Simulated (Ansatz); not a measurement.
SnTe (rock salt, Fm-3m) at seven volumes, plane-wave PAW PBE (Ansatz code), scaled uniformly. One row is withheld.

```
V (Å³/atom)  P (GPa)
-----------  -------
29.951          4.72
30.938          2.86
31.926          1.29
32.913          0.06
33.901             ?
34.888         -2.04
35.875         -2.86
```

Q: Fit the shown pressures and predict the withheld one.

A: P = (3/2)B₀(x^(7/2) − x^(5/2))[1 + (3/4)(B′ − 4)(x − 1)] with x = (V₀/V)^(2/3). Least squares on the six rows gives V₀ = 32.925 Å³/atom, B₀ = 40.2 GPa, B′ = 4.47. At V = 33.901, x = 0.9807 and P = -1.10 GPa. The run itself gave -1.07 GPa.

The cell was relaxed with PBE under the symmetry of its start. At this level the phase is dynamically unstable (imaginary phonons). Scalar-relativistic: spin–orbit coupling is off unless named, which matters more the heavier the elements.

Potentials: the later of the program's two PAW sets.
